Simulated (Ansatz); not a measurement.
Si₃Mo₅:
```cif
data_Mo10Si6
_chemical_formula_sum 'Si6 Mo10'
_space_group_name_H-M_alt 'P63/mcm'
_space_group_IT_number 193
_space_group_name_Hall '-P 6c 2'
_cell_length_a 7.26820
_cell_length_b 7.26820
_cell_length_c 5.03483
_cell_angle_alpha 90.000
_cell_angle_beta 90.000
_cell_angle_gamma 120.000
loop_
_atom_site_label
_atom_site_type_symbol
_atom_site_symmetry_multiplicity
_atom_site_Wyckoff_symbol
_atom_site_fract_x
_atom_site_fract_y
_atom_site_fract_z
_atom_site_occupancy
Si1 Si 6 g 0.60583 0.60583 0.25000 1
Mo1 Mo 4 d 0.33333 0.66667 0.00000 1
Mo2 Mo 6 g 0.24063 0.24063 0.25000 1
```

Relaxed at zero pressure with DFT-r²SCAN in the program Ansatz with PAW potentials.

**Question.** The volume is raised by 3 % and shape and atoms relax at that volume. What pressure results, and how do the axes share the change?

**Answer.** -6.9 GPa; a 1.0 %, b 1.0 %, c 1.1 %; the energy rises by 10 meV/atom.

**Question.** Give the new structure.

**Answer.** 
Space group P6₃/mcm (No. 193); a = b = 7.338 Å, c = 5.088 Å, α = β = 90.00°, γ = 120.00°

| atom | site | symmetry | x | y | z |
|---|---|---|---|---|---|
| Si | 6g | m2m | 0.6065 | 0.6065 | 0.2500 |
| Mo | 4d | 3.2 | 0.3333 | 0.6667 | 0.0000 |
| Mo | 6g | m2m | 0.2415 | 0.2415 | 0.2500 |

The phase is kept; no other phase was compared at this pressure.

Space group P6_3/mcm. The workflow started from a Materials Project entry (that database holds measured and hypothetical structures alike); the Crystallography Open Database copy checked does not list it. COD files the formula under space group No. 140. Its standing as an ambient phase is unchecked. The r²SCAN relaxation kept the symmetry of its start; whether a distortion lowers the energy is not shown. The run is not spin-polarised.

Potentials: the later of the program's two PAW sets.
